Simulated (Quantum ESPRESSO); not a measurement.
# Planted mistakes on one cell of Al2SiO2N2

These are calculations, not measurements. They come from pw.x of Quantum ESPRESSO 7.5, a plane-wave density functional program, with PseudoDojo standard norm-conserving files (v0.5 for PBE, v0.4.1 for LDA and PBEsol). The cells are made up: elements, strain and atom displacements were drawn at random, and nothing was relaxed. There is no spin polarisation, spin-orbit coupling or dispersion term.

The cell has 8 sites of a wurtzite lattice (rectangular cell). Sites 1 to 4 hold Al Si empty Al; sites 5 to 8 hold O O N N. Cell vectors in Å: (2.996, 0.000, 0.000); (0.000, 5.189, 0.000); (0.000, 0.000, 4.892). Settings: PBE, cutoff 1143 eV, 6 x 4 x 4 k mesh shifted by half a step, Fermi-Dirac smearing of 0.025 eV.

The intended run has a self-consistency threshold of 1e-07 eV, a smearing term of 0.000 eV, a pressure of -1.94 GPa and 13 iterations. Each further run changes one thing: all lengths scaled by 0.9868; atoms of sites 2 and 4 exchanged; cutoff 676 eV; files of LDA; k mesh 2 x 2 x 2; one electron removed; smearing 0.36 eV; threshold 0.5 eV. A coarse mesh keeps the shift, and a charged cell sits in a uniform background.

| run | change of free energy (eV) | smearing term -TS (eV) | change of P (GPa) | largest change of a force component (eV/Å) | iterations |
| --- | --- | --- | --- | --- | --- |
| A | -6.746 | -0.017 | -22.94 | 2.085 | 15 |
| B | -0.649 | 0.000 | -1.02 | 0.367 | 14 |
| C | 0.031 | 0.000 | 7.43 | 0.271 | 13 |
| D | 1.961 | 0.000 | -19.78 | 0.042 | 13 |
| E | -2.102 | 0.000 | -9.16 | 0.312 | 13 |
| F | -0.035 | -0.155 | 0.50 | 0.208 | 12 |
| G | 0.970 | 0.000 | 1.47 | 4.422 | 13 |
| H | 0.227 | 0.000 | 0.52 | 0.562 | 5 |

A rerun of the intended cell at 1437 eV and k mesh 8 x 6 x 6 moved values by no more than 0.002 eV in the cell's energy, 0.02 GPa in stress and 0.002 eV/Å in force.

Question: which change belongs to which run?

## Worked reading

Run H has the fewest iterations, as a run stopped early does. Run F has the largest smearing term, as wide smearing gives. Run C changes the volume by a factor of 0.9609; minus its pressure change over the logarithm of that factor, 186 GPa, is a rough bulk modulus with clamped atoms. Energies from files of another functional, or of a charged cell, have another zero and say nothing on stability; the pressure of a charged cell rests on the program's zero of potential too.

## Key

```
run                            change
  A              one electron removed
  B                  k mesh 2 x 2 x 2
  C      all lengths scaled by 0.9868
  D                     cutoff 676 eV
  E                      files of LDA
  F                  smearing 0.36 eV
  G  atoms of sites 2 and 4 exchanged
  H                  threshold 0.5 eV
```